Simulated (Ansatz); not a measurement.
# Strain and field gradients in TiSi₂

Cell: a structure deposited in the COD whose atoms were relaxed with PBE, the cell held.

```xyz
6
Lattice="0.0000 4.1180 4.2615 2.3865 0.0000 4.2615 2.3865 4.1180 0.0000" Properties=species:S:1:pos:R:3 pbc="T T T"
Ti    3.5797    6.1770    6.3922
Ti    2.3865    4.1180    4.2615
Si    1.1932    0.7153    2.1307
Si    1.1933    3.4027    2.1307
Si    2.3865    1.3437    4.2615
Si    2.3865    6.8923    4.2615
```

Atoms are numbered from 1 in the order listed; like atoms form one site, named after its first atom.

All values are calculated (Ansatz; DFT, PBE, plane waves and PAW, scalar-relativistic, 420 eV cutoff, Γ-centred 13×13×13 k-points, Fermi–Dirac smearing 0.05 eV), not measured.

The cell is stretched along z (the third Cartesian axis of the run's cell), x and y held, and the ions relax again each time.

```
strain along z (%)  Ti: V along z (10²¹ V/m²)  Si: V along z (10²¹ V/m²)
                -3                      -2.33                      -1.99
                -2                      -1.82                      -1.75
                -1                      -1.31                      -1.51
                 0                      -0.83                      -1.29
                +1                      -0.36                      -1.07
                +2                          ?                          ?
                +3                       0.55                      -0.62
```

Problem. Estimate the row at +2 % from the others.

Solution. Ti: 0.10; Si: -0.84. Worked for Ti: a straight line through the other 6 rows has a slope of 0.480 × 10²¹ V/m² per per cent of strain and gives 0.10 at +2 %, against 0.10 from the run, so the response is nearly linear here. Worked for Si: a straight line through the other 6 rows has a slope of 0.227 × 10²¹ V/m² per per cent of strain and gives -0.84 at +2 %, against -0.84 from the run, so the response is nearly linear here.

With no gap above 0.1 eV, as in a metal, the gradients converge slowly in k; expect changes of a tenth or more on a denser mesh.
